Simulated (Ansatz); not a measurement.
A geometry of Pd away from equilibrium: step 3 of the relaxation of a generated cell, Pd placed in the AFLOW prototype A_cI16_220_c (as in Li). Calculation: PBEsol (plane waves to 420 eV, PAW, scalar-relativistic; Ansatz, an electronic-structure program). Γ-centred k-mesh 8×8×8 on the run's cell (coarser than for final values), Fermi–Dirac smearing 0.05 eV.

```yaml
crystal:
  lattice:
    - [-3.07476, 3.07476, 3.07476]
    - [3.07476, -3.07476, 3.07476]
    - [3.07476, 3.07476, -3.07476]
  atoms:
    - { symbol: Pd, position: [0.44910, 0.44910, 0.44910] }
    - { symbol: Pd, position: [0.50000, 0.00000, 0.05090] }
    - { symbol: Pd, position: [0.00000, 0.05090, 0.50000] }
    - { symbol: Pd, position: [0.05090, 0.50000, 0.00000] }
    - { symbol: Pd, position: [0.94910, 0.94910, 0.94910] }
    - { symbol: Pd, position: [0.50000, 0.00000, 0.55090] }
    - { symbol: Pd, position: [0.00000, 0.55090, 0.50000] }
    - { symbol: Pd, position: [0.55090, 0.50000, 0.00000] }
```

Which atoms carry the largest force, and which way does it point?

0.24 eV/Å, on Pd1, Pd2, Pd3, Pd4, Pd5, Pd6, Pd7, Pd8 (atoms numbered as listed); on Pd1 its components are (0.14, 0.14, 0.14).

What is the pressure?

+3.1 GPa, compression positive.

How much energy per atom can still be gained by relaxing?

0.02 eV/atom; the path ends in I-43d (No. 220).

No spin polarisation in the result.

The run could not lose the symmetry of its start: the end is stationary, and may be a saddle point rather than a minimum.

The end of the path is a generated cell of Pd: the first start was made by placing the elements on the sites of a structure type, and the end was not matched to a known phase here, so it may be hypothetical. Known forms of Pd include space group No. 225.
